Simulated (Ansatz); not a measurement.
K (dhcp): energy against volume

The calculation used DFT, PBEsol, plane waves (420 eV) with PAW, scalar-relativistic in Ansatz 0.2.0. (PAW data from PBE, frozen cores regenerated.)

The cell is scaled uniformly from the relaxed one, with fractional coordinates and shape fixed. Energies are extrapolated to zero smearing, pressures are those at the given smearing. Magnetic state: spin not included.

A Birch-Murnaghan fit gives V₀ = 71.09 Å³/atom, B₀ = 3.7 GPa, B₀′ = 3.7.

Q: What are the energy above the minimum and the pressure at 68.470 Å³/atom?

A: 1.2 meV/atom and 0.16 GPa as computed.

Q: What are the energy above the minimum and the pressure at 74.176 Å³/atom?

A: 1.4 meV/atom and -0.13 GPa as computed.

Q: What are the energy above the minimum and the pressure at 79.882 Å³/atom?

A: 10.4 meV/atom and -0.33 GPa as computed.
